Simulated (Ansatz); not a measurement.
Cu: from a starting cell to a relaxed one

The start is a relaxed Cu cell, doubled along one cell vector, shaken by Gaussian noise of σ = 0.08 Å a coordinate. The structure is fully relaxed (lattice and positions, P = 0) with r2SCAN (plane waves to 500 eV, PAW, scalar-relativistic; Ansatz, an electronic-structure program). The first steps use a coarse 8×15×4 k-mesh.

Input geometry:
```yaml
crystal:
  lattice:
    - [5.05173, 0.00000, 0.00000]
    - [-1.26293, 2.18746, 0.00000]
    - [0.00000, 0.00000, 8.29862]
  atoms:
    - { symbol: Cu, position: [0.04624, 0.06395, 0.01387] }
    - { symbol: Cu, position: [0.47902, 0.99514, 0.01506] }
    - { symbol: Cu, position: [0.01194, 0.04244, 0.49952] }
    - { symbol: Cu, position: [0.48958, 0.99856, 0.51359] }
    - { symbol: Cu, position: [0.15565, 0.69937, 0.26328] }
    - { symbol: Cu, position: [0.66044, 0.65006, 0.25503] }
    - { symbol: Cu, position: [0.31338, 0.29047, 0.75564] }
    - { symbol: Cu, position: [0.81660, 0.26117, 0.74344] }
```

### Question
How large is the pressure on the unrelaxed cell, and of which sign?

### Answer
+3.7 GPa (positive: the cell is compressed).

### Question
By how much does the energy per atom fall from start to end?

### Answer
0.07 eV/atom.

### Question
Is the parent structure recovered?

### Answer
The parent structure is recovered, P6₃/mmc (No. 194).

### Question
How do the shortest distances between atoms change?

### Answer
The closest pairs of elements (up to four, under 3.6 Å), start → end: Cu–Cu 2.27 → 2.53 Å.

It ends as:

```cif
data_Cu4
_chemical_formula_sum 'Cu4'
_space_group_name_H-M_alt 'P63/mmc'
_space_group_IT_number 194
_space_group_name_Hall '-P 6c 2c'
_cell_length_a 2.52587
_cell_length_b 2.52587
_cell_length_c 8.29873
_cell_angle_alpha 90.000
_cell_angle_beta 90.000
_cell_angle_gamma 120.000
loop_
_atom_site_label
_atom_site_type_symbol
_atom_site_symmetry_multiplicity
_atom_site_Wyckoff_symbol
_atom_site_fract_x
_atom_site_fract_y
_atom_site_fract_z
_atom_site_occupancy
Cu1 Cu 2 a 0.00000 0.00000 0.00000 1
Cu2 Cu 2 c 0.33333 0.66667 0.25000 1
```

Final values are on a 21×21×6 k-mesh of the relaxed cell. No spin polarisation in the result.

The relaxed structure here is a generated cell of Cu: the first start was made by placing the elements on the sites of a structure type, and the end was not matched to a known phase here, so it may be hypothetical. Known forms of Cu include space group No. 225.
